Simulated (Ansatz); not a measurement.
Space group Im-3m (No. 229). a = 9.853 Å, b = 9.853 Å, c = 9.853 Å, α = 90.00°, β = 90.00°, γ = 90.00°
```tsv
atom	site	symmetry	x	y	z
Si	16f	.3m	0.1568	0.1568	0.1568
O	8c	.-3m	0.2500	0.2500	0.2500
O	24h	m.m2	0.1890	0.1890	0.0000
```

Equation of state of this SiO$_{2}$ structure (not necessarily the ground state), with shape and atoms relaxed at each volume where symmetry leaves them free. Theory: DFT LDA, scalar-relativistic, plane waves, PAW (Ansatz 0.2.0).

Cutoff 420 eV; k points 4×4×4 on the computed 24-atom cell (Γ-centred); Gaussian smearing, width 0.02 eV; no spin polarisation.

```json
{"V (Å³/atom)": "17.538", "E − E(largest V) (meV/atom)": "50.81", "P (GPa)": "15.48", "gap on mesh (eV)": "5.23"}
{"V (Å³/atom)": "18.136", "E − E(largest V) (meV/atom)": "1.71", "P (GPa)": "10.90", "gap on mesh (eV)": "5.41"}
{"V (Å³/atom)": "18.734", "E − E(largest V) (meV/atom)": "-31.20", "P (GPa)": "6.81", "gap on mesh (eV)": "5.51"}
{"V (Å³/atom)": "19.332", "E − E(largest V) (meV/atom)": "-49.76", "P (GPa)": "3.17", "gap on mesh (eV)": "5.54"}
{"V (Å³/atom)": "19.930", "E − E(largest V) (meV/atom)": "-55.38", "P (GPa)": "-0.05", "gap on mesh (eV)": "5.53"}
{"V (Å³/atom)": "20.528", "E − E(largest V) (meV/atom)": "-49.77", "P (GPa)": "-2.90", "gap on mesh (eV)": "5.46"}
{"V (Å³/atom)": "21.126", "E − E(largest V) (meV/atom)": "-34.20", "P (GPa)": "-5.41", "gap on mesh (eV)": "5.34"}
{"V (Å³/atom)": "21.923", "E − E(largest V) (meV/atom)": "0.00", "P (GPa)": "-8.26", "gap on mesh (eV)": "5.12"}
```

Fit a third-order Birch–Murnaghan equation to E(V).

V0 = 19.92 Å³/atom, B0 = 101 GPa, B0' = 3.1.

The gaps are read on the mesh, which can miss the band edges, so they can be too wide.

This form isn't the usual stable structure of the compound.

Cost: 8 runs of about 13 core-minutes in all, on Oxide Virtual Turin-like Processor (Zen 5) (shared hosts).